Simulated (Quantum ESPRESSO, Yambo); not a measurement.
**Quasiparticle gap of RbLuO2 at +1 % isotropic strain**

```
RbLuO2
1.0
    1.70789     0.98605     6.48961
   -1.70789     0.98605     6.48961
    0.00000    -1.97210     6.48961
O Rb Lu
2 1 1
Cartesian
  0.00000   0.00000  15.10377
  0.00000   0.00000   4.36507
  0.00000   0.00000   0.00000
  0.00000   0.00000   9.73442
```

The PBEsol cell relaxed from Materials Project entry mp-7480 was given an isotropic strain of +1 % on all lattice vectors, and the atoms were relaxed again.

Starting point: PBEsol (Quantum ESPRESSO, PseudoDojo norm-conserving, 100 Ry, scalar-relativistic). G0W0 in Yambo: 4×4×4 Γ-centred k mesh, bands 2 to 129 and a 8 Ry block in the screening, 129 bands in G with the Bruneval-Gonze terminator, plasmon pole fitted at 27.2 eV.

```
Quantity                                                                          Value
------------------------------------------------------------------------------  -------
PBEsol gap along the band path                                                  3.25 eV
PBEsol gap between the mesh's edge points (Γ → F)                               3.25 eV
G0W0 gap between the same points                                                4.10 eV
PBEsol smallest direct gap on the mesh (at Γ)                                   3.26 eV
G0W0 direct gap at that point                                                   4.06 eV
smallest G0W0 gap among all computed states (the edges move to other k points)  4.06 eV
```

```
k point  band  E PBEsol (eV)  E QP (eV)  shift (eV)     Z
-------  ----  -------------  ---------  ----------  ----
Γ          VB           0.00      -0.03       -0.03  0.80
Γ          CB           3.26       4.03        0.77  0.86
L          VB          -0.60      -0.60       -0.01  0.80
L          CB           4.27       5.26        0.99  0.86
F          VB          -0.32      -0.49       -0.18  0.80
F          CB           3.25       4.07        0.82  0.86
```

Energies count from the PBEsol valence-band maximum.

Convergence of the G0W0 settings was not tested.

The 4f states are in the valence at their DFT position.
